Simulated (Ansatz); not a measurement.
NaPt3O4 in space group Pm-3n (No. 223; Na on 2a, Pt on 6c, O on 8e), plane-wave PAW r²SCAN (Ansatz code), all energies at zero smearing, with the estimated change up to a 700 eV cutoff added, with one set of potentials and settings (totals compare only within such a set). Cell of 16 atoms (2 Na, 6 Pt, 8 O): -82749.188 eV.

```json
[
 {"element": "Na", "reference phase": "C2/m, 3 atoms in the cell", "E (eV/atom)": "-1488.6175"},
 {"element": "Pt", "reference phase": "Fm-3m, 1 atoms in the cell", "E (eV/atom)": "-12538.2501"},
 {"element": "O", "reference phase": "C2/m, 4 atoms in the cell, spin-polarised", "E (eV/atom)": "-566.0346"}
]
```

Formation energy per atom, worked out: (-82749.188 − 2×(-1488.6175) − 6×(-12538.2501) − 8×(-566.0346))/16 = -0.886 eV/atom (-85 kJ per mol of atoms), at 0 K, without zero-point energy or fitted corrections.

The first step of the workflow began from a Materials Project structure, measured or hypothetical; the Crystallography Open Database files this formula in space group No. 223, but the cells were not matched. Its standing as an ambient phase is unchecked. The cell was relaxed with r²SCAN under the symmetry of its start; whether a distortion lowers the energy is not shown. The run is not spin-polarised. The references are the lowest solids computed at this level, not always the standard phases (solids in place of the gases). Spin–orbit coupling is left out wherever it is not named.

Potentials: the earlier of the program's two PAW sets.
